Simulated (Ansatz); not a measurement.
Relaxed SrO (rock salt):

```yaml
crystal:
  lattice:
    - [0.00000, 5.19500, 5.19500]
    - [2.59750, 0.00000, 2.59750]
    - [2.59750, 2.59750, 0.00000]
  atoms:
    - { symbol: O, position: [0.00000, 0.00000, 0.00000] }
    - { symbol: O, position: [0.50000, 0.00000, 0.00000] }
    - { symbol: Sr, position: [0.25000, 0.50000, 0.50000] }
    - { symbol: Sr, position: [0.75000, 0.50000, 0.50000] }
```

A phonon eigenvector at L = (0.5, 0.0, 0.0) is frozen into this cell: atom i moves by Q times the vector below, so Q is the largest atomic displacement, in Å. The cell is held. (q is in reciprocal vectors of the primitive cell; the cell shown is doubled to hold the pattern.)

```
atom       x       y       z
----  ------  ------  ------
Sr3   -0.577   0.577   0.577
Sr4    0.577  -0.577  -0.577
```

Atoms not listed stay in place.

Level of theory: PBE (plane waves to 420 eV, PAW, scalar-relativistic; Ansatz, a first-principles code). k mesh 11×11×11 (Γ-centred), Fermi-Dirac smearing 0.05 eV. Energies are smeared free energies. SrO was relaxed with its symmetry unable to fall. The zero of ΔE is the undisplaced structure.

```csv
Q (Å),ΔE (meV/cell)
-0.2800,1228
-0.2333,858
-0.1867,552
-0.1400,withheld
-0.0933,139
-0.0467,35
0.0000,0
0.0467,35
0.0933,139
0.1400,withheld
0.1867,552
0.2333,858
0.2800,1228
```

Question: Fit an even polynomial form (powers 2, 4) to the given rows and predict ΔE at Q = -0.1400.

Answer: Least squares on the 11 given rows: ΔE = (15980)·Q² + (-4088)·Q⁴, in meV/cell with Q in Å; root-mean-square residual 0.2 meV/cell. At -0.1400 the fit gives 312 meV/cell; the calculation gives 312 meV/cell, the same to the digits shown. The quadratic term alone would give 313 meV/cell.

(A displaced cell: forces are minus the slopes of the energy, force constants its curvatures, and phonons follow from these.)
